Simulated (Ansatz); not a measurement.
This guess for InGa2N3 is about to be relaxed.

```
CELL_PARAMETERS angstrom
2.61222 1.50817 4.35727
-2.61222 1.50817 4.35727
0.00000 -3.01633 4.35727
ATOMIC_POSITIONS crystal
In 0.50000 0.50000 0.50000
Ga 0.12220 0.12220 0.12220
Ga 0.87780 0.87780 0.87780
N 0.00000 0.50000 0.50000
N 0.50000 0.00000 0.50000
N 0.50000 0.50000 0.00000
```

All numbers below come from DFT PBE, scalar-relativistic, plane waves, PAW in Ansatz. Cutoff 420 eV, Gaussian smearing, Γ-centred meshes. Cell and atoms relax first on a coarse mesh and then on a finer one. In between, the cell is made exact in the group found at 0.06 Å. In metals the finer mesh still leaves noise of several meV/atom or more. The steps can't lower the symmetry of their start. Collinear spin is switched on along the way, since trial moments persisted in a coarse test.

A guess keeps its type if space group and coordination stay and the shape of the cell changes little (axis ratios within about 15 %, angles within 6°); the volume may change.

Question: Will the relaxed cell still be of the starting type?

Answer: It doesn't keep its type. The symmetry stays R-3m (No. 166). The volume per atom shrinks by 19.3 %, from 17.2 to 13.9 Å³. The shortest distance goes from 2.61 Å (N–N) to 2.17 Å (Ga–N). The ratio c/a of the conventional cell changes by a factor of 0.56. Counting neighbours within 15 % of an atom's shortest distance, the start has Ga 16, In 6, N 6 and the end Ga 3, In 6, N 4. In detail, at the end In has 6 N at 2.19 Å and 2 Ga at 2.72 Å; Ga has 3 N at 2.17 Å and 1 In at 2.72 Å; N is surrounded by 2 Ga at 2.17 Å and 2 In at 2.19 Å.

```cif
data_structure
_symmetry_space_group_name_H-M 'R-3m:H'
_symmetry_Int_Tables_number 166
_cell_length_a 5.9146
_cell_length_b 5.9146
_cell_length_c 8.2324
_cell_angle_alpha 90.000
_cell_angle_beta 90.000
_cell_angle_gamma 120.000
_cell_volume 249.41
loop_
_atom_site_label
_atom_site_type_symbol
_atom_site_symmetry_multiplicity
_atom_site_Wyckoff_symbol
_atom_site_fract_x
_atom_site_fract_y
_atom_site_fract_z
_atom_site_occupancy
In1 In 3 b 0.33333 0.66667 0.16667 1
Ga1 Ga 6 c 0.33333 0.66667 0.83685 1
N1 N 9 e 0.00000 0.50000 0.00000 1
```

The last run used collinear spin, a 12×12×12 mesh for its 6-atom cell and Gaussian smearing of 0.10 eV. Another magnetic order may lie lower. Symmetry constrained the relaxation, so the result can be a saddle point. Another cell of InGa2N3 relaxed alike but without spin, in P-3m1, lies 0.80 eV/atom lower, so this cell isn't the stable form at this level.
